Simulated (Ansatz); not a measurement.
The end point of a relaxation of ZnCu. Computed with PBE (plane waves to 420 eV, PAW, scalar-relativistic; Ansatz, an electronic-structure program).

```cif
data_CuZn
_chemical_formula_sum 'Zn1 Cu1'
_space_group_name_H-M_alt 'P 1'
_space_group_IT_number 1
_cell_length_a 2.96382
_cell_length_b 2.96382
_cell_length_c 2.96382
_cell_angle_alpha 90.000
_cell_angle_beta 90.000
_cell_angle_gamma 90.000
loop_
_space_group_symop_operation_xyz
  'x, y, z'
loop_
_atom_site_label
_atom_site_type_symbol
_atom_site_fract_x
_atom_site_fract_y
_atom_site_fract_z
_atom_site_occupancy
Zn1 Zn 0.50000 0.50000 0.50000 1
Cu1 Cu 0.00000 0.00000 0.00000 1
```

Question: Determine the symmetry and give the standard cell with its independent sites.

Answer: Space group Pm-3m (No. 221); a = 2.9638 Å, b = 2.9638 Å, c = 2.9638 Å, α = 90.00°, β = 90.00°, γ = 90.00°

| atom | site | symmetry | x | y | z |
|---|---|---|---|---|---|
| Zn | 1b | m-3m | 0.5000 | 0.5000 | 0.5000 |
| Cu | 1a | m-3m | 0.0000 | 0.0000 | 0.0000 |

This is the CsCl type.

Question: Give the shortest distances between elements (the closest pairs, up to four, under 3.6 Å).

Answer: Cu–Zn 2.57 Å; Zn–Zn 2.96 Å; Cu–Cu 2.96 Å.

| Quantity | Result |
|---|---|
| Volume per atom | 13.02 Å³ |
| Band gap | no gap (metallic) |

No spin polarisation in the result.

The run could not lose the symmetry of its start; a randomly shaken copy of 2 atoms returns to this structure.

All atoms sit on sites fixed by symmetry, so only the cell could relax.
